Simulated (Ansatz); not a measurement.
Input:

RuPtN₂:
```yaml
crystal:
  lattice:
    - [1.42387, 0.82207, 6.41638]
    - [-1.42387, 0.82207, 6.41638]
    - [0.00000, -1.64415, 6.41638]
  atoms:
    - { symbol: Ru, position: [0.50000, 0.50000, 0.50000] }
    - { symbol: Pt, position: [0.00000, 0.00000, 0.00000] }
    - { symbol: N, position: [0.89773, 0.89773, 0.89773] }
    - { symbol: N, position: [0.10227, 0.10227, 0.10227] }
```

This is the PBE-relaxed structure.

Problem. All from PBE in the plane-wave PAW code Ansatz, unless another level is named. Estimate the electronic character.

Solution. metallic (no gap).

Problem. What about the density of states at the Fermi level?

Solution. 0.99 states/eV per atom (mean over ±0.08 eV).

Problem. Next, the formation energy from the elements (no fitted shifts)?

Solution. 0.44 eV/atom.

Space group R-3m. The start of the workflow was typed in or built on a structure type; neither database checked (COD, Materials Project) lists it. Its standing as an ambient phase is unchecked. The PBE relaxation kept the symmetry of its start; its stability against distortions is not shown here. The workflow began spin-polarised and lost its moments. Its formation energy is positive at this level, so the cell may be metastable or incomplete. The references are the lowest solids computed at this level, not always the standard phases (solids in place of the gases). Spin–orbit coupling is left out wherever it is not named.

Potentials: the later of the program's two PAW sets.
